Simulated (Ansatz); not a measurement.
RbLuSe2, DFT, PBEsol, all-electron LAPW, scalar-relativistic (Ansatz 0.2.0), run on 1 thread of Arm Neoverse V1 on a shared host.

Structure: COD 4318778, as refined from experiment and not relaxed. The listed cell was then made from it by scaling, straining or moving an atom.

Command: `ansatz run input.yaml --threads 1 --pin off --max-ram 4096MiB --backend cpu --events-out ev --progress --plain --runs-dir out`

```yaml
crystal:
  lattice:
    - [2.0647010171, 1.192055688, 7.9500433]
    - [-2.0647010171, 1.192055688, 7.9500433]
    - [0.0, -2.384111376, 7.9500433]
  atoms:
    - { symbol: Rb, position: [0.0, 0.0, 0.0] }
    - { symbol: Lu, position: [0.5, 0.5, 0.5] }
    - { symbol: Se, position: [0.23179, 0.23179, 0.23179] }
    - { symbol: Se, position: [0.76821, 0.76821, 0.76821] }
kpoints:
  mp_grid: { grid: [7, 7, 7] }
  band_path:
    path:
      - [0.0, 0.0, 0.0]
      - [0.5, 0.5, 0.5]
      - [0.8183446722, 0.1816553278, 0.5]
      - [0.5, -0.1816553278, 0.1816553278]
      - [0.5, 0.0, 0.0]
      - [0.0, 0.0, 0.0]
      - [0.3408276639, -0.3408276639, 0.0]
      - [0.6591723361, 0.0, 0.3408276639]
      - [0.5, 0.0, 0.5]
    npoints: 5
scf:
  occupations: { method: fermi_dirac, width: 0.03 }
hamiltonian:
  xc: pbesol
  pseudopotentials: { kind: all_electron, lapw: { basis_error: 0.001 } }
output:
  forces: true
  stress: true
  eigenvalues: true
```

Task: How large is the problem that the program sets up?

Result: 44 irreducible k-points, 979 plane waves at Γ, 66 bands.

Task: About how long does it take, and how much memory does it use?

Result: 96 s of wall time for 10 SCF iterations, with a peak of 0.7 GiB. Times on shared machines scatter by tens of per cent.
